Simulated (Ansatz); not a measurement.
# Sr, simple cubic: geometry optimisation

Computed with DFT, LDA (PW92), plane waves (420 eV) with PAW, scalar-relativistic (Ansatz). (PAW data from PBE, frozen cores regenerated.)

k-point mesh 8×8×8, Fermi-Dirac smearing 0.1 eV, no spin polarisation. Cell and atoms relax.

Starting structure:

```yaml
crystal:
  lattice:
    - [3.9327266275, 0.0, 0.0]
    - [0.0, 3.9327266275, 0.0]
    - [0.0, 0.0, 3.9327266275]
  atoms:
    - { symbol: Sr, position: [0.0, 0.0, 0.0] }
hamiltonian:
  xc: lda
  pseudopotentials:
    kind: paw
    azcp:
      Sr: "pseudopotentials/Sr.paw.azcp"
basis:
  ecutwfc: 420
  fft_grid_basis: typed
kpoints:
  mp_grid: { grid: [8, 8, 8], shift: [0, 0, 0] }
magnetization:
  spin_polarized: false
scf:
  occupations: { method: fermi_dirac, width: 0.1 }
relax:
  max_steps: 60
  f_tol: 0.01
  cell: {}
```

Question: What cell does the relaxation end in?

Answer: Pm-3m with a = 3.669 Å; 49.38 Å³ per atom against 60.82 at the start (-18.8 %).

Question: How much energy does the relaxation gain?

Answer: 49.7 meV per atom.
